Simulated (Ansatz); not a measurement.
Input file for Ansatz (a program for electronic structure):

Ansatz 0.2 input:
```yaml
crystal:
  lattice:
    - [-2.0669151017, 2.0669151017, 2.920867864]
    - [2.0669151017, -2.0669151017, 2.920867864]
    - [2.0669151017, 2.0669151017, -2.920867864]
  atoms:
    - { symbol: Pb, position: [0.0, 0.0, 0.0] }
    - { symbol: S, position: [0.5, 0.5, 0.0] }
kpoints:
  mp_grid: { grid: [8, 8, 8] }
hamiltonian:
  xc: lda
  pseudopotentials: { azcp: { folder: ./paw }, kind: paw }
scf:
  occupations: { method: fixed }
phonons:
  method: dfpt
  response_accuracy: low
  qmesh: [4, 4, 4]
  interpolated_qmesh: [18, 18, 18]
  dielectric: false
  rigid_motions: translations
  temperatures: { t_max: 1000, t_step: 50 }
  qpath:
    path:
      - [[0.0, 0.0, 0.0], [0.0, 0.0, 0.5], [0.25, 0.25, 0.25], [0.0, 0.5, 0.0], [0.0, 0.0, 0.0], [0.5, 0.5, -0.5], [0.3751876435, 0.6248123565, -0.3751876435]]  # Γ-X-P-N-Γ-M-S
      - [[-0.3751876435, 0.3751876435, 0.3751876435], [0.0, 0.0, 0.0]]  # S_0-Γ
      - [[0.0, 0.0, 0.5], [-0.250375287, 0.250375287, 0.5]]  # X-R
      - [[0.5, 0.5, -0.250375287], [0.5, 0.5, -0.5]]  # G-M
    npoints: 9
```

Output (shortened):

```
WARN phonons: nothing shows that this cell's Born effective charges vanish (its symmetry is asked only of a neutral cell with symmetry detection on), so it may …
Pseudopotential: Pb, paw, valence charge 14
Pseudopotential: S, paw, valence charge 6
Functional definition: SPW92
Crystal: 2 atoms, lattice volume = 49.913 Å³
Basis set: ecut = 420 eV, 941 PW (Γ), exchange–correlation on 60×60×60 points (8 copies of the dense FFT grid, shifted against one another)
Bands: 14, of which v1, the nominal top of the filled ones, is band 10 counted from 1 (9 counted from 0)
Symmetry: 16 space group operations
k-points: 59 of 512
SCF iter   1: F=—  HF=-12474.979775 eV  |F-HF|=—  |Δ(HF+E_count)|=         —  Δρ=2.78e-2  dr2=8.23e-1  ethr=3.10e-3  ⟨swp⟩=4.8  Hψ=4210  notcnv=0  defer=103
preconditioner: auto → none
SCF iter   2: F=—  HF=-12474.785183 eV  |F-HF|=—  |Δ(HF+E_count)|=   1.95e-1  Δρ=1.52e-2  dr2=1.51e-1  ethr=3.10e-3  ⟨swp⟩=3.0  Hψ=1784  notcnv=0  defer=102
SCF iter   3: F=—  HF=-12474.744712 eV  |F-HF|=—  |Δ(HF+E_count)|=   4.05e-2  Δρ=5.30e-3  dr2=1.15e-2  ethr=7.56e-4  ⟨swp⟩=2.6  Hψ=1356  notcnv=0  defer=107
SCF iter   4: F=—  HF=-12474.743583 eV  |F-HF|=—  |Δ(HF+E_count)|=   1.13e-3  Δρ=4.41e-4  dr2=1.41e-4  ethr=5.73e-5  ⟨swp⟩=2.1  Hψ=1199  notcnv=0  defer=115
SCF iter   5: F=—  HF=-12474.743544 eV  |F-HF|=—  |Δ(HF+E_count)|=   3.93e-5  Δρ=1.08e-4  dr2=5.37e-6  ethr=7.07e-7  ⟨swp⟩=2.6  Hψ=1431  notcnv=0  defer=107
SCF iter   6: F=—  HF=-12474.743543 eV  |F-HF|=—  |Δ(HF+E_count)|=   7.03e-7  Δρ=2.95e-5  dr2=7.19e-7  ethr=2.68e-8  ⟨swp⟩=2.2  Hψ=1075  notcnv=0  defer=23
SCF iter   7: F=—  HF=-12474.743543 eV  |F-HF|=—  |Δ(HF+E_count)|=   3.32e-8  Δρ=5.70e-6  dr2=2.46e-8  ethr=3.60e-9  ⟨swp⟩=1.9  Hψ=1020  notcnv=0  defer=8
SCF iter   8: F=—  HF=-12474.743543 eV  |F-HF|=—  |Δ(HF+E_count)|=   4.03e-9  Δρ=6.58e-7  dr2=3.39e-10  ethr=1.23e-10  ⟨swp⟩=2.1  Hψ=1076  notcnv=0  defer=8
SCF iter   9: F=-12474.743543 eV  HF=-12474.743543 eV  |F-HF|=1.09e-11  |Δ(HF+E_count)|=  6.18e-11  Δρ=6.34e-8  dr2=2.33e-12  ethr=1.00e-12  ⟨swp⟩=7.4  Hψ=5819  notcnv=0
SCF 1 converged in 9 iterations: F = -12474.743543 eV  dr2 = 2.33e-12
NSCF: frozen V_eff on 59 k-points
NSCF: frozen V_eff on 95 k-points
DFPT response loops at q = (0, 0, 0) (fractional) …
NSCF: frozen V_eff on 576 k-points
DFPT response loops at q = (0, 0, 0.25) (fractional): preconditioner auto → Resta (q_TF=auto, 2.343 Å⁻¹)  ε∞=29.4 (no band partly filled) …
NSCF: frozen V_eff on 300 k-points
DFPT response loops at q = (0, 0, -0.5) (fractional): mixed as the last ones told, above
NSCF: frozen V_eff on 576 k-points
DFPT response loops at q = (0, 0.25, 0) (fractional): mixed as the last ones told, above
NSCF: frozen V_eff on 1024 k-points
DFPT response loops at q = (0, 0.25, 0.25) (fractional): mixed as the last ones told, above
NSCF: frozen V_eff on 300 k-points
DFPT response loops at q = (0, -0.5, 0) (fractional): mixed as the last ones told, above
NSCF: frozen V_eff on 1024 k-points
DFPT response loops at q = (0, -0.5, 0.25) (fractional): mixed as the last ones told, above
NSCF: frozen V_eff on 280 k-points
DFPT response loops at q = (0.25, 0.25, 0.25) (fractional): mixed as the last ones told, above
NSCF: frozen V_eff on 328 k-points
DFPT response loops at q = (0.25, 0.25, -0.25) (fractional): mixed as the last ones told, above
NSCF: frozen V_eff on 576 k-points
DFPT response loops at q = (0.25, -0.5, -0.5) (fractional): mixed as the last ones told, above
NSCF: frozen V_eff on 328 k-points
DFPT response loops at q = (0.25, -0.25, 0.25) (fractional): mixed as the last ones told, above
NSCF: frozen V_eff on 576 k-points
DFPT response loops at q = (0.25, -0.25, -0.5) (fractional): mixed as the last ones told, above
NSCF: frozen V_eff on 190 k-points
DFPT response loops at q = (-0.5, -0.5, -0.5) (fractional): mixed as the last ones told, above
WARN: phonon interpolation: 48 periodic images of 32 blocks of the force constants (a block to an ordered pair of atoms and a translation) lie up to 5.54e-3 Å …
WARN: on the 18×18×18 q-mesh 23 entries of the irreducible table, 2.263e-2 modes per cell, the lowest at -98.82 cm⁻¹, stand at or below zero and are read as no …
SCF converged after 9 iterations
Free energy (F): -12474.743543 eV
Harris-Foulkes:  -12474.743543 eV  (|F-HF|=1.09e-11)
Internal energy: -12474.743543 eV  (E = F + TS)
E sigma→0 (E₀):  -12474.743543 eV
Fermi energy:    8.998266 eV
--- Per-component energies (eV) ---
  E_band       = -47.008395
  E_kinetic    = 398.756961
  E_local      = -1160.602039  (includes V_loc(G=0)·N_el)
  E_nonlocal   = 344.930295
  E_hartree    = 435.440040
  E_xc         = -293.772100
  E_vxc        = -223.157006  (∫ρ·V_xc dr)
  E_paw        = -10663.729939  (= ΣΔE_a)
  E_vpaw       = -277.816697  (= ΣTr[D̂ρ^β])
  E_aug_tail   = -0.000007  (compensation charges beyond the density's cutoff)
  E_ewald      = -1535.842328
  E_core_change = 0.075574  (= ΣΔE_core)
  E_smearing   =  0.000000  (= −TS)
  E_closure    = 0.000000  (closes the sum)
  Σ components = -12474.743543   (vs F -12474.743543, Δ=0.00e0)
  [band-id]    e_kinetic+e_local+e_nonlocal+2·e_hartree+e_vxc+e_vpaw+e_augmentation_tail = -47.008412   (vs E_band -47.008395, Δ=-1.74e-5)
--- Band table (eV; the first three rows and the last of 59) ---
  k-point 0: bands = ["-7.8366", "-7.8365", "-7.8365", "-7.8298", "-7.8295", "-5.0248", "2.9128", "6.5921", "6.5985", "6.5985", "14.1646", "14.1646", "14.1826", "15.4877"]
  k-point 1: bands = ["-7.8457", "-7.8412", "-7.8262", "-7.8261", "-7.8250", "-4.8267", "2.3325", "6.3768", "6.3837", "7.4864", "11.8822", "13.7770", "13.7917", "14.5037"]
  k-point 2: bands = ["-7.9059", "-7.8526", "-7.8139", "-7.8004", "-7.8001", "-4.2503", "1.5735", "5.8759", "5.8834", "7.0778", "11.3033", "13.4115", "13.8329", "13.8482"]
  k-point 58: bands = ["-8.0293", "-7.8689", "-7.7982", "-7.7616", "-7.7616", "-3.0920", "1.5551", "3.3355", "5.2229", "5.2229", "12.5109", "14.5932", "14.6988", "14.6988"]
--- Phonons (Γ-DFPT): 4 representative perturbations + reference (Σ response iterations 12) ---
  ASR residual: 6.665e-5 → 0.000e0 eV/Å²; symmetrization residual: 3.802e-5 eV/Å²
  ASR residual per site (eV/Å²): 1.72e-5 6.67e-5
  Γ frequencies (cm⁻¹): -47.47 -47.47 -44.56 0.00 0.00 0.00
  non-analytic LO–TO correction: not included (Born effective charges unavailable; polar crystals …
--- Phonons (arbitrary-q DFPT): 13 irreducible q on the 4×4×4 mesh ---
  q = [0.0000, 0.0000, 0.0000] (star 1, of the zone-centre solve; hermiticity 3.30e-4, symmetrization 6.23e-12): -47.47 -47.47 -44.56  0.00 0.00 0.00
  q = [0.0000, 0.0000, 0.2500] (star 4, 4 solved perturbations in 904 linear systems a pass and spin channel, the states on 288 of 512 k-point pairs; hermiticity 1.05e-5, symmetrization 6.05e-13): 33.62 33.72 83.70 112.84 113.92 216.08
  q = [0.0000, 0.0000, -0.5000] (star 2, 4 solved perturbations in 490 linear systems a pass and spin channel, the states on 150 of 512 k-point pairs; hermiticity 7.67e-5, symmetrization 8.37e-13): -98.82 37.55 37.75 62.56 106.92 108.01
  q = [0.0000, 0.2500, 0.0000] (star 8, 6 solved perturbations on 288 of 512 k-point pairs; hermiticity 4.40e-5, symmetrization 8.96e-14): 40.98 41.16 74.60 172.54 173.24 236.43
  q = [0.0000, 0.2500, 0.2500] (star 16, 6 solved perturbations on 512 of 512 k-point pairs: no pair is spared here; hermiticity 2.89e-5, symmetrization 6.18e-14): 49.95 55.39 84.10 168.74 170.23 206.47
  q = [0.0000, -0.5000, 0.0000] (star 4, 6 solved perturbations on 150 of 512 k-point pairs; hermiticity 2.83e-6, symmetrization 4.95e-14): 56.04 56.25 108.86 204.23 204.93 238.09
  q = [0.0000, -0.5000, 0.2500] (star 8, 4 solved perturbations in 1600 linear systems a pass and spin channel, the states on 512 of 512 k-point pairs; hermiticity 7.11e-6, symmetrization 1.75e-13): 48.72 53.55 95.98 127.46 197.04 228.20
  q = [0.2500, 0.2500, 0.2500] (star 2, 4 solved perturbations in 454 linear systems a pass and spin channel, the states on 140 of 512 k-point pairs; hermiticity 7.29e-6, symmetrization 1.11e-13): 56.38 56.38 74.69 124.11 124.11 209.14
  q = [0.2500, 0.2500, -0.2500] (star 2, 4 solved perturbations in 528 linear systems a pass and spin channel, the states on 164 of 512 k-point pairs; hermiticity 2.51e-5, symmetrization 3.09e-13): 33.60 33.60 84.07 112.95 112.95 217.10
  q = [0.2500, -0.5000, -0.5000] (star 8, 6 solved perturbations on 288 of 512 k-point pairs; hermiticity 1.43e-5, symmetrization 8.10e-14): 49.82 55.47 84.14 169.48 169.63 206.27
  q = [0.2500, -0.2500, 0.2500] (star 4, 6 solved perturbations on 164 of 512 k-point pairs; hermiticity 2.73e-5, symmetrization 3.14e-13): 48.87 53.38 95.79 128.42 196.47 227.68
  q = [0.2500, -0.2500, -0.5000] (star 4, 4 solved perturbations in 904 linear systems a pass and spin channel, the states on 288 of 512 k-point pairs; hermiticity 1.73e-5, symmetrization 2.64e-13): 56.38 56.56 74.32 124.00 125.08 208.09
  q = [-0.5000, -0.5000, -0.5000] (star 1, 4 solved perturbations in 308 linear systems a pass and spin channel, the states on 95 of 512 k-point pairs; hermiticity 4.10e-6, symmetrization 9.95e-13): -96.87 37.41 37.41 62.78 106.81 106.81
  sum rule: each row above includes the acoustic sum rule's correction from the zone centre's row sums; it moved no ω² by more than (0.75 cm⁻¹)²
  mesh force constants: q→R imaginary residual 1.26e-47; ASR residual 6.665e-5 → 0.000e0 eV/Å²; symmetrization residual 1.332e-15 eV/Å²
  interpolated dispersion: 85 rows × 6 modes
  density of states and harmonic sums: on the 18×18×18 q-mesh, interpolated from the force constants of a 4×4×4 supercell (no non-analytic term)
  largest difference from the sums on the solved wave vectors: F 2.91e-2 eV, S 3.92e-5 and C_V 1.04e-5 eV/K
  zero-point energy: 0.043336 eV/cell   skipped modes (ω ≤ 0): 26, of them read as no rigid motion or as one in doubt …
```

Cost: around 6 core-minutes (rough) on shared cores.

Space group Fm-3m (rock salt). The LDA relaxation kept the symmetry of its start. At this level the phase is dynamically unstable (imaginary phonons). Point labels and valley counts follow the cell and symmetry of the run, lower than the named group. Scalar-relativistic: spin–orbit coupling is off unless named, which matters more the heavier the elements.

Potentials: the earlier of the program's two PAW sets.

Ansatz is a plane-wave DFT program.
